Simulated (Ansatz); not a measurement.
Stress against strain in Ag

```xyz
1
Lattice="0.0000 2.0431 2.0431 2.0431 0.0000 2.0431 2.0431 2.0431 0.0000" Properties=species:S:1:pos:R:3 pbc="T T T"
Ag    0.0000    0.0000    0.0000
```

The cell comes from COD entry 9008459, which wasn't checked; take it as a given geometry.

Theory: DFT, LDA, all-electron LAPW, scalar-relativistic (Ansatz 0.2.0).

Settings: a Γ-centred 15×15×15 k mesh, Fermi–Dirac smearing of 0.05 eV, basis error target 1 meV/atom, no spin polarisation.

The strain is applied along the Cartesian axes of the cell as listed (the other components stay zero). Fractional coordinates are held (clamped ions).

σ is the change of stress from the unstrained cell, which is at -7.45 GPa; tension is positive, so slopes are stress–strain coefficients at that pressure. In a metal the k mesh adds noise.

Only quantities that a quadratic follows smoothly over the whole series are listed; rougher ones are left out.

```tsv
εzz	σzz (GPa)	σxx (GPa)
-0.0300	-3.45	-3.15
-0.0200	-2.15	-2.05
0.0000	0.00	0.00
0.0100	0.98	0.87
0.0200	1.91	1.64
0.0300	2.84	2.31
```

Q: Fit the series and read off the stiffness at zero strain.

A: Least-squares fits y = p0 + p1 x + p2 x² to the rows give σzz (GPa): p1 = 104, p2 = -330; σxx (GPa): p1 = 91.4, p2 = -470. So C11 = 104 GPa and C12 = 91 GPa, which gives B = (C11 + 2 C12)/3 = 95 GPa.

Q: One run, at εzz = -0.0100, is withheld. Predict its row.

A: The fits give -1.07, -0.97; the run gave -1.03, -0.98.
